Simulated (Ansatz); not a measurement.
MoSi$_{2}$ (MoSi2 type, space group I4/mmm)

```
MoSi2
1.0
   -1.60846     1.60846     3.93652
    1.60846    -1.60846     3.93652
    1.60846     1.60846    -3.93652
Mo Si
1 2
Direct
  0.00000   0.00000   0.00000
  0.33511   0.33511   0.00000
  0.66489   0.66489   0.00000
```

The slice is a (1 0 -1) plane (indices of the conventional cell) through the point (0.000, 0.000, 0.000) (fractional), spanned by u = [101] and v = [121] in vectors of this cell: u (3.22 Å) and v (8.50 Å, at 90° to u). It covers one period; positions are fractions (u, v).

Level of theory: PBE (plane waves to 420 eV, PAW, scalar-relativistic; Ansatz, a quantum-chemistry and plane-wave program). k mesh 20×20×20. These are valence fields of a PAW run, semicore shells included where kept as valence: close to a nucleus they are smooth pseudo fields. MoSi2 is run without spin polarisation. MoSi2 was relaxed with its symmetry unable to fall.

Task: Sketch the electron localisation function (ELF) on this plane as a map.

Result: 
| v \ u | 0.00 | 0.12 | 0.25 | 0.38 | 0.50 | 0.62 | 0.75 | 0.88 |
|---|---|---|---|---|---|---|---|---|
| 0.90 | 0.43 | 0.35 | 0.24 | 0.39 | 0.49 | 0.39 | 0.24 | 0.35 |
| 0.75 | 0.55 | 0.58 | 0.61 | 0.58 | 0.55 | 0.58 | 0.61 | 0.58 |
| 0.60 | 0.49 | 0.39 | 0.24 | 0.35 | 0.43 | 0.35 | 0.24 | 0.39 |
| 0.45 | 0.38 | 0.20 | 0.36 | 0.75 | x | 0.75 | 0.36 | 0.20 |
| 0.30 | 0.47 | 0.55 | 0.60 | 0.58 | 0.58 | 0.58 | 0.60 | 0.55 |
| 0.15 | 0.27 | 0.33 | 0.47 | 0.55 | 0.54 | 0.55 | 0.47 | 0.33 |
| 0.00 | x | x | 0.46 | 0.14 | 0.33 | 0.14 | 0.46 | x |

Values: electron localisation function (ELF). Points within 0.5 Å of a nucleus are blanked (x), as the pseudised field means little there.
